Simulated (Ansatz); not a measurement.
**Data sheet: Ti (DFT)**

Ti:
```xyz
1
Lattice="0.0000 2.0007 2.0007 2.0007 0.0000 2.0007 2.0007 2.0007 0.0000" Properties=species:S:1:pos:R:3 pbc="T T T"
Ti     0.0000     0.0000     0.0000
```

Space group Fm-3m (No. 225), fcc (Cu type); conventional cell a = b = c = 4.0014 Å, α = β = γ = 90.00°.

Method: DFT-LDA in the program Ansatz with PAW potentials. The cell and atoms are relaxed at this level. Other levels are named where they apply.

Cell and energy:

- Volume per atom: 16.02 Å³
- Density: 4.96 g/cm³

Electronic structure:

Electronic character: metallic (no gap)
Density of states at the Fermi level: 1.6 states/eV per atom (mean over ±0.08 eV)

Mechanics:

* **Bulk modulus (Birch–Murnaghan fit)**: 122 GPa
* **Pressure derivative B′**: 3.4
* **Elastic constants (relaxed ions, GPa)**: C11 = 139, C12 = 114, C44 = 57.9
* **Mechanical stability**: stable (all eigenvalues of C positive)
* **Hill bulk and shear moduli**: 122 and 31.7 GPa
* **Young's modulus**: 87.6 GPa
* **Poisson's ratio**: 0.38
* **Debye temperature from the elastic constants**: 337 K

The workflow started from an entry of the Crystallography Open Database (COD), which files this formula under 3 space groups. It is not the phase usual at ambient conditions (space group No. 194). The LDA relaxation kept the symmetry of its start; whether a distortion lowers the energy is not shown. No spin polarisation was allowed. As this level gives no gap, shear constants depend on the k-mesh and smearing (Fermi–Dirac, 0.1 eV here). On the denser mesh and wider smearing of the elastic run this cell carries a stress of 0.3 GPa.

Potentials: the later of the program's two PAW sets.
